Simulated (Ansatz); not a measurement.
BaTiO₃:
```cif
data_BaO3Ti
_chemical_formula_sum 'Ti1 Ba1 O3'
_space_group_name_H-M_alt 'P 1'
_space_group_IT_number 1
_cell_length_a 3.95535
_cell_length_b 3.95535
_cell_length_c 4.04455
_cell_angle_alpha 90.000
_cell_angle_beta 90.000
_cell_angle_gamma 90.000
loop_
_space_group_symop_operation_xyz
  'x, y, z'
loop_
_atom_site_label
_atom_site_type_symbol
_atom_site_fract_x
_atom_site_fract_y
_atom_site_fract_z
_atom_site_occupancy
Ti1 Ti 0.50000 0.50000 0.44701 1
Ba1 Ba 0.00000 0.00000 0.93175 1
O1 O 0.50000 0.50000 0.90192 1
O2 O 0.50000 0.00000 0.41266 1
O3 O 0.00000 0.50000 0.41266 1
```

Relaxed with PBEsol. PBEsol in the plane-wave PAW code Ansatz gives a gap of 1.85 eV.

Problem. What gap does HSE06 give on the same cell (Ansatz, PAW)?

Solution. 3.33 eV, 1.48 eV more. The hybrid was solved on a coarser mesh and at special points; its gap is the smallest among all of these.

```tsv
k	v1 PBEsol	c1 PBEsol	v1 HSE06	c1 HSE06
Γ	-0.37	1.85	-0.36	3.33
Z	-0.69	1.98	-0.73	3.48
M	-0.04	3.76	___	___
A	0.00	4.32	___	___
R	-0.27	3.70	___	___
X	-0.98	2.33	___	___
```

Problem. Top valence (v1) and lowest conduction level (c1) in eV from each method's valence maximum (which need not be a listed point): supply the withheld HSE06 values.

Solution. 
- M, v1 HSE06: -0.05
- M, c1 HSE06: 5.37
- A, v1 HSE06: 0.00
- A, c1 HSE06: 6.02
- R, v1 HSE06: -0.28
- R, c1 HSE06: 5.31
- X, v1 HSE06: -1.06
- X, c1 HSE06: 3.82

Cost on shared cores: the PBEsol run (SCF on a 7×7×7 mesh, then bands and DOS) very roughly 50 core-seconds, the HSE06 run (SCF on 4×4×4, then a few points) about 2.2 core-minutes (a rough figure); the tasks are unlike.

Space group P4mm. Symmetry was held in the PBEsol relaxation. The run is not spin-polarised. Scalar-relativistic: spin–orbit coupling is off unless named, which matters more the heavier the elements.

Potentials: the later of the program's two PAW sets.
